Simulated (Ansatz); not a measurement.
Ansatz (a quantum-chemistry and plane-wave program) input:

Ansatz 0.2 input:
```yaml
crystal:
  lattice:
    - [-3.8083918074, 3.8083918074, 5.5517007711]
    - [3.8083918074, -3.8083918074, 5.5517007711]
    - [3.8083918074, 3.8083918074, -5.5517007711]
  atoms:
    - { symbol: Rb, position: [0.75, 0.25, 0.5] }
    - { symbol: Rb, position: [0.25, 0.75, 0.5] }
    - { symbol: Te, position: [0.0, 0.0, 0.0] }
    - { symbol: Br, position: [0.2836817753, 0.7835761296, 0.0672579049] }
    - { symbol: Br, position: [0.7163182247, 0.2164238704, 0.9327420951] }
    - { symbol: Br, position: [0.7835761296, 0.7163182247, 0.4998943544] }
    - { symbol: Br, position: [0.2164238704, 0.2836817753, 0.5001056457] }
    - { symbol: Br, position: [0.2452698923, 0.2452698923, 0.0] }
    - { symbol: Br, position: [0.7547301077, 0.7547301077, 0.0] }
kpoints:
  mp_grid: { grid: [3, 3, 3] }
hamiltonian:
  xc: hse06
  pseudopotentials: { kind: paw }
scf:
  n_extra_bands: 9
  occupations: { method: fixed }
output:
  eigenvalues: true
  eigenstates:
    e_range: [-9.0, 11.4]
    kpoints:
      - [0.25, 0.25, 0.25]  # VBM
      - [0.0, 0.5, 0.0]  # CBM
      - [0.0, 0.0, 0.0]  # GAMMA
      - [0.5, 0.5, -0.5]  # M
      - [0.0, 0.0, 0.5]  # X
      - [0.25, 0.25, 0.25]  # P
      - [0.0, 0.5, 0.0]  # N
      - [-0.3676443712, 0.3676443712, 0.3676443712]  # S_0
      - [0.3676443712, 0.6323556288, -0.3676443712]  # S
      - [-0.2352887424, 0.2352887424, 0.5]  # R
      - [0.5, 0.5, -0.2352887424]  # G
```

Output (shortened):

```
Pseudopotential: Rb, paw, valence charge 9
Pseudopotential: Te, paw, valence charge 16
Pseudopotential: Br, paw, valence charge 7
Functional definition: HSE06
davidson cushion auto → on  (no smearing: the cushion is to keep the highest requested band from converging to the state above it …
Crystal: 9 atoms, lattice volume = 322.084 Å³
Basis set: ecut = 420 eV, 6291 PW (Γ)
Bands: 47, of which v1, the nominal top of the filled ones, is band 38 counted from 1 (37 counted from 0)
Symmetry: 8 space group operations
Space group: I4/m (ITA 87), of the structure as read, at distance tolerance 6.9e-5 Å
k-points: 6 of 27
SCF iter   1: F=—  HF=-30223.231517 eV  |F-HF|=—  |Δ(HF+E_count)|=         —  Δρ=1.44e-3  dr2=8.85e-3  ethr=1.77e-3  ⟨swp⟩=16.2  Hψ=1428  notcnv=0
preconditioner: auto → none
SCF iter   2: F=—  HF=-30223.232090 eV  |F-HF|=—  |Δ(HF+E_count)|=   5.73e-4  Δρ=4.42e-4  dr2=1.83e-3  ethr=1.16e-5  ⟨swp⟩=5.5  Hψ=951  notcnv=0
SCF iter   3: F=—  HF=-30223.232017 eV  |F-HF|=—  |Δ(HF+E_count)|=   7.24e-5  Δρ=2.71e-4  dr2=6.44e-4  ethr=2.41e-6  ⟨swp⟩=4.0  Hψ=804  notcnv=0
SCF iter   4: F=-30223.231937 eV  HF=-30223.231970 eV  |F-HF|=3.31e-5  |Δ(HF+E_count)|=   4.72e-5  Δρ=1.32e-4  dr2=9.85e-5  ethr=8.48e-7  ⟨swp⟩=3.0  Hψ=664  notcnv=0
SCF 1 stopped early in 4 iterations: F = -30223.231937 eV  dr2 = 9.85e-5
Crystal: 9 atoms, lattice volume = 322.084 Å³
Exchange kernel: α = 0.2500, screened, ω = 0.2079 Å⁻¹, Wigner–Seitz truncation, v(0) = 1046.4135 eV·Å³, q-mesh 3×3×3, nearest image of the exchange supercell L …
Frozen-core exchange: fock
SCF iter   1: F=—  HF=-30243.748889 eV  |F-HF|=—  |Δ(HF+E_count)|=         —  Δρ=3.75e-3  dr2=8.27e-2  ethr=1.30e-6  ⟨swp⟩=9.2  Hψ=1508  notcnv=0
preconditioner: auto → none
SCF iter   2: F=—  HF=-30243.734238 eV  |F-HF|=—  |Δ(HF+E_count)|=   1.47e-2  Δρ=1.91e-3  dr2=4.04e-2  ethr=1.30e-6  ⟨swp⟩=6.0  Hψ=1161  notcnv=0
SCF iter   3: F=—  HF=-30243.725728 eV  |F-HF|=—  |Δ(HF+E_count)|=   8.51e-3  Δρ=1.07e-3  dr2=4.21e-3  ethr=1.30e-6  ⟨swp⟩=4.8  Hψ=1012  notcnv=0
SCF iter   4: F=—  HF=-30243.738089 eV  |F-HF|=—  |Δ(HF+E_count)|=   1.24e-2  Δρ=5.37e-4  dr2=1.39e-3  ethr=1.30e-6  ⟨swp⟩=4.7  Hψ=961  notcnv=0
iter 5 solved again at ethr=3.09e-8 eV; its pass at ethr=1.30e-6 eV (dr2=2.35e-5 eV) is discarded
SCF iter   5: F=—  HF=-30243.737682 eV  |F-HF|=—  |Δ(HF+E_count)|=   4.07e-4  Δρ=8.20e-5  dr2=3.64e-5  ethr=3.09e-8  ⟨swp⟩=3.8  Hψ=1384  notcnv=0
SCF iter   6: F=-30243.737829 eV  HF=-30243.737835 eV  |F-HF|=5.56e-6  |Δ(HF+E_count)|=   1.53e-4  Δρ=4.85e-5  dr2=1.08e-5  ethr=3.06e-8  ⟨swp⟩=5.5  Hψ=923  notcnv=0
SCF 2 stopped early in 6 iterations: F = -30243.737829 eV  dr2 = 1.08e-5
hybrid outer 1: dexx = +1.617e-2 eV, tail = 1.06e-4 eV
Crystal: 9 atoms, lattice volume = 322.084 Å³
Exchange kernel: α = 0.2500, screened, ω = 0.2079 Å⁻¹, Wigner–Seitz truncation, v(0) = 1046.4135 eV·Å³, q-mesh 3×3×3, nearest image of the exchange supercell L …
Frozen-core exchange: fock
SCF iter   1: F=—  HF=-30243.738963 eV  |F-HF|=—  |Δ(HF+E_count)|=         —  Δρ=2.86e-5  dr2=5.80e-6  ethr=6.97e-7  ⟨swp⟩=2.7  Hψ=628  notcnv=0
preconditioner: auto → none
iter 2 solved again at ethr=6.20e-10 eV; its pass at ethr=6.74e-9 eV (dr2=4.71e-7 eV) is discarded
SCF iter   2: F=—  HF=-30243.738964 eV  |F-HF|=—  |Δ(HF+E_count)|=   1.02e-6  Δρ=1.70e-5  dr2=6.17e-7  ethr=6.20e-10  ⟨swp⟩=2.8  Hψ=1572  notcnv=0
SCF iter   3: F=—  HF=-30243.738964 eV  |F-HF|=—  |Δ(HF+E_count)|=   7.38e-7  Δρ=7.64e-6  dr2=1.80e-7  ethr=6.20e-10  ⟨swp⟩=5.7  Hψ=915  notcnv=0  defer=1
SCF iter   4: F=-30243.738964 eV  HF=-30243.738964 eV  |F-HF|=1.55e-8  |Δ(HF+E_count)|=   7.43e-8  Δρ=3.26e-6  dr2=2.45e-8  ethr=2.11e-10  ⟨swp⟩=3.0  Hψ=759  notcnv=0
SCF 3 converged in 4 iterations: F = -30243.738964 eV  dr2 = 2.45e-8
hybrid outer 2: dexx = +1.300e-6 eV, tail = 7.88e-8 eV, Δε = 1.79e-3 eV (about 6.13e-5 eV left of the loop's levels)
NSCF: frozen V_eff on 11 k-points
hybrid SCF converged: 2 outer / 10 inner (+4 warm-up), last move |dexx| = 1.30e-6 eV, tail = 7.88e-8 eV
Stability not checked (fock_operator)
Free energy (F): -30243.738965 eV
Frozen-core exchange: fock
Harris-Foulkes:  -30243.738965 eV  (|F-HF|=1.55e-8)
Internal energy: -30243.738965 eV  (E = F + TS)
E sigma→0 (E₀):  -30243.738965 eV
Fermi energy:    2.109652 eV
--- Per-component energies (eV) ---
  E_band       = -755.375059
  E_kinetic    = 1360.537589
  E_local      = -4621.021189  (includes V_loc(G=0)·N_el)
  E_nonlocal   = 451.679287
  E_hartree    = 1842.978860
  E_xc         = -1558.647255
  E_vxc        = -799.964328  (∫ρ·V_xc dr)
  E_exx        = -163.528273  (= α·E_x^exact, valence–valence)
  E_paw        = -23645.187321  (= ΣΔE_a)
  E_vpaw       = -505.505147  (= ΣTr[D̂ρ^β])
  E_aug_tail   = -0.000168  (compensation charges beyond the density's cutoff)
  E_ewald      = -3907.452274
  E_core_change = -3.098221  (= ΣΔE_core)
  E_smearing   =  0.000000  (= −TS)
  E_closure    =  0.000000  (closes the sum)
  Σ components = -30243.738965   (vs F -30243.738965, Δ=0.00e0)
  [band-id]    e_kinetic+e_local+e_nonlocal+2·e_hartree+e_vxc+2·e_exx+e_vpaw+e_augmentation_tail = -755.372782   (vs E_band -755.375059, Δ=2.28e-3)
--- Band table (eV; the first three rows and the last of 6) ---
  k-point 0: bands = ["-38.3520", "-38.3482", "-38.3431", "-38.3431", "-38.3397", "-25.2371", "-25.2352", "-13.8988", "-12.8266", "-12.7789", "-12.7789", "-12.5223", "-12.4807", "-9.3411", "-8.1964", "-8.1964", "-8.1649", "-8.1622", "-8.1608", "-8.1608", …
  k-point 1: bands = ["-38.3520", "-38.3482", "-38.3431", "-38.3431", "-38.3397", "-25.2366", "-25.2356", "-13.8218", "-12.8381", "-12.8064", "-12.7965", "-12.6272", "-12.5011", "-9.2169", "-8.1696", "-8.1616", "-8.1547", "-8.1517", "-8.1466", "-8.1325", …
  k-point 2: bands = ["-38.3520", "-38.3482", "-38.3431", "-38.3431", "-38.3397", "-25.2366", "-25.2356", "-13.8419", "-12.9133", "-12.7738", "-12.7341", "-12.5672", "-12.5307", "-9.2520", "-8.1817", "-8.1727", "-8.1582", "-8.1558", "-8.1470", "-8.1361", …
  k-point 5: bands = ["-38.3520", "-38.3482", "-38.3431", "-38.3431", "-38.3397", "-25.2362", "-25.2360", "-13.8049", "-12.8913", "-12.8400", "-12.7403", "-12.6046", "-12.5248", "-9.1987", "-8.1680", "-8.1615", "-8.1515", "-8.1485", "-8.1462", "-8.1191", …
```

Cost: about 6 core-minutes (a rough figure) on shared cores.

The points marked VBM and CBM come from a semilocal run.

The first step of the workflow began from a Materials Project structure, measured or hypothetical; the Crystallography Open Database copy checked does not list it. Whether it is the stable phase at ambient conditions was not checked. The r²SCAN relaxation kept the symmetry of its start; its stability against distortions is not shown here. Spin–orbit coupling is left out wherever it is not named.

Potentials: the later of the program's two PAW sets.

Ansatz is a plane-wave DFT program.
